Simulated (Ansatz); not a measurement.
Relaxed Os (fcc, Cu type):

```yaml
crystal:
  lattice:
    - [0.00000, 3.80249, 3.80249]
    - [1.90125, 1.90125, 3.80249]
    - [1.90125, 1.90125, 0.00000]
  atoms:
    - { symbol: Os, position: [0.00000, 0.00000, 0.00000] }
    - { symbol: Os, position: [0.50000, 0.00000, 0.00000] }
```

The atoms are displaced by Q × the pattern below (from a DFPT mode at X = (0.5, 0.5, 0.0), largest move 1; Q in Å), at fixed cell. (q is in reciprocal vectors of the primitive cell; the cell shown is doubled to hold the pattern.)

| atom | x | y | z |
|---|---|---|---|
| Os1 | 0.000 | 0.000 | -1.000 |
| Os2 | 0.000 | 0.000 | 1.000 |

Calculation: LDA (plane waves to 420 eV, PAW, scalar-relativistic; Ansatz, an electronic-structure program). k mesh 21×21×21 (Γ-centred), Fermi-Dirac smearing 0.05 eV. The energy includes the smearing's −TS. With partly filled bands, energies and forces of such displacements shift with the k mesh and the smearing. Os is run without spin polarisation. Os was relaxed with its symmetry unable to fall. Spin-orbit coupling is left out, though Os is heavy. This is one of several known forms of Os; the measured ambient cells at hand have space group No. 194. ΔE is measured from the undisplaced structure.

Successive frames, forces in eV/Å:

```json
[
 {"frame": "Q = -0.187 Å", "ΔE (eV/cell)": "0.581", "F on Os1": "(0.000, 0.000, -4.778)", "F on Os2": "(0.000, 0.000, 4.778)"},
 {"frame": "Q = -0.140 Å", "ΔE (eV/cell)": "0.247", "F on Os1": "(0.000, 0.000, -2.461)", "F on Os2": "(0.000, 0.000, 2.461)"},
 {"frame": "Q = -0.093 Å", "ΔE (eV/cell)": "0.096", "F on Os1": "(0.000, 0.000, -1.032)", "F on Os2": "(0.000, 0.000, 1.032)"}
]
```

Problem. What are the energy and the forces in the next frame, Q = -0.047 Å?

Solution. ΔE (eV/cell) = 0.025.

```csv
atom,Fx,Fy,Fz
Os1,0.000,0.000,-0.517
Os2,0.000,0.000,0.517
```

(A displaced cell: forces are minus the slopes of the energy, force constants its curvatures, and phonons follow from these.)
